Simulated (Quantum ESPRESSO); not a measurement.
PW$_{4}$Se$_{6}$Cl (made-up cell) (calculated)

All values are calculated (Quantum ESPRESSO 7.5). Calculation on a made-up crystal cell, not a measurement, rerun at a higher cutoff and a denser mesh: periodic Kohn-Sham density functional theory in plane waves with PseudoDojo standard norm-conserving scalar-relativistic pseudopotentials, each functional with its own files (v0.5 for PBE, v0.4.1 for LDA and PBEsol), no spin polarisation, no spin-orbit coupling, atoms not relaxed, stress positive in tension, energies less a fixed whole-eV offset for each atom's element; levels are Kohn-Sham levels at fractions of this cell's reciprocal vectors, counted from the reference band (half the neutral cell's valence electrons, rounded up) at Gamma; error bars give the change to or from the runs named with them, not the error of the files; each bar is the largest change over components, and at least 0.002 eV, 0.002 eV per angstrom or 0.02 GPa; no dispersion term; energies are for the whole cell, and the offsets were chosen from early runs and are not element reference energies; machines and their load varied, so run times do not measure scaling.

```cif
# cell vector a (Å): 3.3564 0.0000 0.0000
# cell vector b (Å): 0.0000 5.8135 0.0000
# cell vector c (Å): 0.0000 0.0000 13.4460
data_PW4Se6Cl
_symmetry_space_group_name_H-M 'P 1'
_symmetry_Int_Tables_number 1
_cell_length_a 3.3564
_cell_length_b 5.8135
_cell_length_c 13.4460
_cell_angle_alpha 90.000
_cell_angle_beta 90.000
_cell_angle_gamma 90.000
_cell_volume 262.36
loop_
_atom_site_label
_atom_site_type_symbol
_atom_site_fract_x
_atom_site_fract_y
_atom_site_fract_z
_atom_site_occupancy
W1 W 0.98924 0.31597 0.25747 1
W2 W 0.46890 0.16926 0.75488 1
W3 W 0.49276 0.84570 0.25513 1
W4 W 0.99780 0.68047 0.75175 1
P1 P 0.99163 0.32220 0.62973 1
Cl1 Cl 0.00998 0.35043 0.87773 1
Se1 Se 0.49517 0.16522 0.12404 1
Se2 Se 0.49309 0.18853 0.37759 1
Se3 Se 0.47176 0.83045 0.62617 1
Se4 Se 0.52005 0.81861 0.87354 1
Se5 Se 0.99726 0.66819 0.12700 1
Se6 Se 0.98433 0.65467 0.37024 1
_calc_lattice_type 'layered 2H, rectangular cell'
_calc_functional 'pbe'
_calc_cutoff 1467  # eV
_calc_fermi_dirac_smearing 0.025  # eV
_calc_scf_tolerance 1e-07  # eV
_calc_electrons_removed 0
_calc_run_command 'mpirun -np 4 pw.x -nk 4 -in in'
_calc_run_processor 'Intel Xeon, 2023 or later, virtual cores'
_calc_k_mesh '8 x 6 x 4, shifted by half a step'
_calc_free_energy_less_offsets -3.352  # eV
_calc_scf_iterations 20
_calc_smearing_term_minus_ts 0  # eV
_calc_pressure -2.608  # GPa
_calc_stress_xx 2.863  # GPa
_calc_stress_yy 4.351  # GPa
_calc_stress_zz 0.6089  # GPa
_calc_stress_yz 0.6946  # GPa
_calc_stress_xz 1.211  # GPa
_calc_stress_xy 0.07524  # GPa
_calc_reference_band 82
_calc_error_bar_energy 0.002  # eV
_calc_error_bar_stress 0.02965  # GPa
_calc_error_bar_force 0.007735  # eV/angstrom
_calc_error_bar_next_band_up 0.002  # eV
_calc_error_bars_from 'change from the looser run of this cell'
_calc_wall_time_of_scf_and_band_steps_on_a_shared_machine 2319  # s
```

Atoms:
```
atoms element  atom site  atom energy offset (eV)
            W          1                    -2062
            W          2                    -2062
            W          3                    -2062
            W          4                    -2062
            P          5                     -189
           Cl          6                     -449
           Se          7                    -3300
           Se          8                    -3300
           Se          9                    -3300
           Se         10                    -3300
           Se         11                    -3300
           Se         12                    -3300
```

Forces:
```
site  x (eV/Å)  y (eV/Å)  z (eV/Å)
   1    0.2848     1.412    -3.506
   2     1.042    0.3864    -1.131
   3   -0.1547   -0.5968    -1.386
   4   0.05803     -2.58   -0.8247
   5   -0.4308    0.2457      1.68
   6   -0.4311   -0.3362   -0.7454
   7   -0.1089   0.04176    0.9401
   8   -0.1615    -1.673     1.509
   9     0.656    0.8983   0.07515
  10   -0.8942     1.379    0.8856
  11   -0.1067   -0.1856     1.286
  12    0.2467     1.008     1.217
```

Levels:
```
level k point  next band up (eV)
        Gamma             0.7432
(1/2,1/2,1/2)              1.445
   (0.15,0,0)              0.773
   (0,0.15,0)             0.7135
   (0,0,0.15)              0.743
```
